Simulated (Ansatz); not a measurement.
LaAg:
```yaml
crystal:
  lattice:
    - [3.70630, 0.00000, 0.00000]
    - [0.00000, 3.70630, 0.00000]
    - [0.00000, 0.00000, 3.70630]
  atoms:
    - { symbol: Ag, position: [0.00000, 0.00000, 0.00000] }
    - { symbol: La, position: [0.50000, 0.50000, 0.50000] }
```

Relaxed with LDA. Special points in fractions of this cell's reciprocal vectors: Γ (0.000, 0.000, 0.000); X (0.000, 0.500, 0.000); M (0.500, 0.500, 0.000); R (0.500, 0.500, 0.500).

Question: List the band energies nearest the Fermi level at these points for plane-wave PAW LDA (Ansatz code).

Answer: In eV from the Fermi level; about four levels below and three above (degenerate sets whole), none deeper than 8.9 eV; points with the same levels are listed once.

```json
[
 {"k": "Γ", "below": "-5.45 -4.82 -4.82 -4.82", "above": "0.18 0.18 1.61 1.61 1.61"},
 {"k": "X", "below": "-4.76 -2.33 -1.75 -0.21", "above": "1.38 1.38 1.58"},
 {"k": "M", "below": "-5.15 -5.15 -4.40 -2.76", "above": "0.89 0.89 0.95"},
 {"k": "R", "below": "-1.87 -1.87 -1.87 -0.01", "above": "1.66 1.66 1.66"}
]
```

Space group Pm-3m (CsCl type). The workflow started from an entry of the Crystallography Open Database (COD). Its standing as an ambient phase is unchecked. Symmetry was held in the LDA relaxation; of distortions, only those at the zone centre were tested. The run is not spin-polarised. Scalar-relativistic: spin–orbit coupling is off unless named, which matters more the heavier the elements.

Potentials: the later of the program's two PAW sets.
